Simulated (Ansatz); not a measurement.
Given:

ZnSe (zinc blende), conventional cell a = 5.733 Å, b = 5.733 Å, c = 5.733 Å, α = 90.00°, β = 90.00°, γ = 90.00°. The calculation uses the primitive cell of 2 atoms, to which meshes and values per cell refer.

Equation-of-state scan: isotropic scaling of the cell above, V₀ being its volume. Symmetry pins the atoms to their sites.

All values below come from PBE (plane waves to 420 eV, PAW, scalar-relativistic; Ansatz, a first-principles code). k mesh 10×10×10 (Γ-centred), Fermi-Dirac smearing 0.05 eV. E stands for the smeared free energy. Stress and pressure are positive under compression. The PAW data are Ansatz's earlier set. ZnSe was relaxed with its symmetry unable to fall. The zero of ΔE is the relaxed starting cell.

The scan covers V/V₀ from 0.900 to 1.100 in 9 points.

Q: What pressure does the cell carry at V/V₀ = 0.900?

A: 7.58 GPa.

Q: What is ΔE at V/V₀ = 0.900?

A: 50.5 meV/atom.

Q: What is ΔE at V/V₀ = 1.100?

A: 35.0 meV/atom.

(A scan under strain: stresses follow from slopes of the energy per volume, elastic moduli from its curvatures.)
